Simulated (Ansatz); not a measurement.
## Stiffness of compounds in space group P6_3/mmc

Computed with Ansatz 0.2.0, DFT, PBEsol, all-electron LAPW, scalar-relativistic.

All compounds have space group P6_3/mmc with 2 atoms in the primitive cell. V0, B0 and B0′ come from third-order Birch–Murnaghan fits to pressures at five volumes, with shape and internal coordinates held; prototypes and MP cells needn't be known phases. No run is spin-polarised.

Spin–orbit coupling is left out, though it moves levels of the heavy atoms by tenths of an eV or more.

Mg: Mg 2c (0.333 0.667 0.250); shape as in a = 3.21 Å, b = 3.21 Å, c = 5.21 Å, α = 90.00°, β = 90.00°, γ = 120.00°; COD 9008506, reported; 12×12×7 mesh, smearing 0.08 eV; no spin
Ti: Ti 2c (0.333 0.667 0.250); shape as in a = 2.95 Å, b = 2.95 Å, c = 4.69 Å, α = 90.00°, β = 90.00°, γ = 120.00°; COD 9008517, reported; 13×13×7 mesh, smearing 0.08 eV; no spin
Pb: Pb 2c (0.333 0.667 0.250); shape as in a = 3.48 Å, b = 3.48 Å, c = 5.59 Å, α = 90.00°, β = 90.00°, γ = 120.00°; COD 1537623, reported; 14×14×8 mesh, smearing 0.08 eV; no spin
Hf: Hf 2c (0.333 0.667 0.250); shape as in a = 3.20 Å, b = 3.20 Å, c = 5.06 Å, α = 90.00°, β = 90.00°, γ = 120.00°; COD 9008501, reported; 13×13×7 mesh, smearing 0.05 eV; no spin
Ru: Ru 2c (0.333 0.667 0.250); shape as in a = 2.71 Å, b = 2.71 Å, c = 4.28 Å, α = 90.00°, β = 90.00°, γ = 120.00°; COD 9017842, reported; 14×14×8 mesh, smearing 0.03 eV; no spin
Cd: Cd 2c (0.333 0.667 0.250); shape as in a = 2.98 Å, b = 2.98 Å, c = 5.62 Å, α = 90.00°, β = 90.00°, γ = 120.00°; COD 9008490, reported; 16×16×7 mesh, smearing 0.05 eV; no spin

| compound | V0 (Å³/atom) | B0 (GPa) | B0′ |
| --- | --- | --- | --- |
| Mg | 22.50 | 37 | 4.0 |
| Ti | 16.73 | 119 | 3.6 |
| Pb | 29.91 | ? | 4.9 |
| Hf | ? | 114 | 3.4 |
| Ru | ? | 347 | 4.8 |
| Cd | 21.01 | 63 | 6.0 |

Give the missing entry: row "Hf", column "V0 (Å³/atom)".

21.62.

Give the missing entry: row "Pb", column "B0 (GPa)".

47.

What belongs in the row "Ru", column "V0 (Å³/atom)"?

13.32.
